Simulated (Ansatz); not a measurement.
W₃N₄:
```cif
data_N4W3
_chemical_formula_sum 'N4 W3'
_space_group_name_H-M_alt 'Pm-3m'
_space_group_IT_number 221
_space_group_name_Hall '-P 4 2 3'
_cell_length_a 4.19447
_cell_length_b 4.19447
_cell_length_c 4.19447
_cell_angle_alpha 90.000
_cell_angle_beta 90.000
_cell_angle_gamma 90.000
loop_
_atom_site_label
_atom_site_type_symbol
_atom_site_symmetry_multiplicity
_atom_site_Wyckoff_symbol
_atom_site_fract_x
_atom_site_fract_y
_atom_site_fract_z
_atom_site_occupancy
N1 N 1 b 0.50000 0.50000 0.50000 1
N2 N 3 d 0.00000 0.00000 0.50000 1
W1 W 3 c 0.00000 0.50000 0.50000 1
```

Relaxed with r²SCAN.

**Question.** Which orbitals make up the states near the Fermi level in r²SCAN (plane waves, PAW; program Ansatz)?

**Answer.** Within 0.5 eV of the Fermi level: W 5d 79 %, N 2p 17 %. Projections are on Löwdin-orthogonalised atomic valence shells; empty p or d shells of many metals are not among them.

**Question.** Tabulate the density of states.

**Answer.** States/eV per cell of 7 atoms, in 0.25 eV bins, energy from the Fermi level.

```csv
E (eV),total,W 5d,N 2p,N 2s
-7.85,6.15,2.40,3.48,0.04
-7.60,7.21,2.60,4.27,0.06
-7.35,6.99,2.38,4.27,0.07
-7.10,5.65,1.88,3.49,0.07
-6.85,4.60,1.63,2.74,0.08
-6.60,4.97,1.94,2.81,0.07
-6.35,4.95,1.96,2.77,0.07
-6.10,3.68,1.44,2.06,0.06
-5.85,3.67,1.49,2.01,0.06
-5.60,3.75,1.75,1.85,0.05
-5.35,2.81,1.35,1.36,0.04
-5.10,1.67,0.56,1.04,0.03
-4.85,1.63,0.51,1.06,0.03
-4.60,1.76,0.54,1.16,0.03
-4.35,1.84,0.59,1.20,0.02
-4.10,2.41,0.78,1.58,0.03
-3.85,2.08,0.66,1.37,0.02
-3.60,1.83,0.53,1.24,0.02
-3.35,1.94,0.61,1.27,0.02
-3.10,1.92,0.63,1.22,0.03
-2.85,3.74,1.12,2.52,0.04
-2.60,3.27,0.89,2.29,0.03
-2.35,2.59,0.88,1.63,0.02
-2.10,1.98,0.80,1.12,0.02
-1.85,1.75,0.80,0.89,0.02
-1.60,1.53,0.91,0.55,0.02
-1.35,1.54,1.09,0.39,0.02
-1.10,1.76,1.30,0.39,0.02
-0.85,2.16,1.66,0.43,0.02
-0.60,2.39,1.89,0.42,0.02
-0.35,2.76,2.16,0.51,0.03
-0.10,3.14,2.45,0.58,0.03
0.15,2.62,2.13,0.41,0.02
0.40,3.25,2.59,0.55,0.03
0.65,3.86,2.93,0.80,0.03
0.90,4.26,3.23,0.89,0.03
1.15,5.33,3.96,1.19,0.04
1.40,4.99,3.64,1.15,0.05
1.65,4.17,3.03,0.95,0.05
1.90,8.02,5.71,1.99,0.09
2.15,7.54,5.30,1.94,0.09
2.40,5.31,3.81,1.24,0.08
2.65,4.24,3.38,0.66,0.10
2.90,1.36,0.94,0.26,0.11
3.15,1.22,0.79,0.23,0.13
3.40,1.45,0.90,0.26,0.19
3.65,1.74,1.04,0.31,0.26
3.90,1.65,0.96,0.30,0.26
4.15,2.22,1.29,0.35,0.40
4.40,2.22,1.25,0.35,0.42
4.65,2.78,1.50,0.41,0.57
```

The workflow started from an entry of the Crystallography Open Database (COD). Its standing as an ambient phase is unchecked. Symmetry was held in the r²SCAN relaxation; whether a distortion lowers the energy is not shown. No spin polarisation was allowed. Scalar-relativistic: spin–orbit coupling is off unless named, which matters more the heavier the elements.

Potentials: the later of the program's two PAW sets.
